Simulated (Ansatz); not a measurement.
## EuN (zincblende structure)

Level of theory: DFT, PBEsol, scalar-relativistic, collinear spin; plane waves to 420 eV with PAW datasets (Ansatz 0.2.0), 10×10×10 k-mesh, Gaussian smearing of 0.05 eV. The datasets are Ansatz's generated set soft_2.

```cif
data_structure
_symmetry_space_group_name_H-M 'P 1'
_symmetry_Int_Tables_number 1
_cell_length_a 3.7511
_cell_length_b 3.7511
_cell_length_c 3.7511
_cell_angle_alpha 60.000
_cell_angle_beta 60.000
_cell_angle_gamma 60.000
_cell_volume 37.32
loop_
_atom_site_label
_atom_site_type_symbol
_atom_site_fract_x
_atom_site_fract_y
_atom_site_fract_z
_atom_site_occupancy
Eu1 Eu 0.00000 0.00000 0.00000 1
N1 N 0.25000 0.25000 0.25000 1
```

This is a trial structure; measured cells of the compound in the Crystallography Open Database are in space group Fm-3m (rock salt).

Magnetic state: ferromagnetic, site spin moments Eu 6.03; N -0.37 μB.

The cell above was scaled in volume, its shape and atoms being fixed by the lattice's symmetry. Energies are counted from the cell above.

```json
{"V (Å³/atom)": "17.914", "ΔE (meV/atom)": "9.22", "P from the stress (GPa)": "4.12"}
{"V (Å³/atom)": "18.287", "ΔE (meV/atom)": "2.18", "P from the stress (GPa)": "1.95"}
{"V (Å³/atom)": "18.660", "ΔE (meV/atom)": "0.00", "P from the stress (GPa)": "-0.01"}
{"V (Å³/atom)": "19.034", "ΔE (meV/atom)": "2.11", "P from the stress (GPa)": "-1.78"}
{"V (Å³/atom)": "19.407", "ΔE (meV/atom)": "8.18", "P from the stress (GPa)": "-3.38"}
```

Problem. Do the energies and the pressures agree? Compare −ΔE/ΔV between neighbouring points (1 meV/Å³ = 0.1602 GPa) with the mean of their pressures.

Solution. 
```tsv
interval (Å³/atom)	−ΔE/ΔV (GPa)	mean P (GPa)
17.91 to 18.29	3.0	3.0
18.29 to 18.66	0.9	1.0
18.66 to 19.03	-0.9	-0.9
19.03 to 19.41	-2.6	-2.6
```
They differ by 0.03 GPa at most.

Problem. What do the two routes give for V0, B0 and B0′?

Solution. A third-order Birch–Murnaghan fit of the energies: V0 = 18.66 Å³/atom, B0 = 93 GPa, B0′ = 4.2. A polynomial of P in ln V, with B = −dP/d ln V at P = 0: V0 = 18.66 Å³/atom, B0 = 93 GPa, B0′ = 4.1.

B0·V0 = 93.2 GPa × 18.66 Å³ = 10.85 eV/atom sets the scale: near the minimum ΔE ≈ ½ B0 V0 x², with x = V/V0 − 1, and a pressure of 0.9 GPa squeezes the volume by about 1 %. At the ends of the curve: x = −4.0 % predicts 8.6 meV/atom and the run gives 9.2; x = +4.0 % predicts 8.8 meV/atom and the run gives 8.2. The lopsidedness is anharmonic: atoms resist being pushed together more than being pulled apart.

Without a U the 4f levels of Eu lie too near the Fermi level, so their share of the states there, and what hangs on it, is overstated. Spin–orbit coupling, which matters for such heavy elements, is left out. The run wasn't fully tested for a lower electronic state. Site moments are of spin, integrated over atomic spheres. For an f⁶ shell, the formal count of Eu here, Hund's rules give L = S = 3 and J = 0, a non-magnetic ion. Spin-polarised DFT, with or without U, favours a large spin moment instead, a known failure, so moments and magnetic energies here aren't predictions. Only parallel moments were tried, so the real magnetic order may be another. The run is a metal.
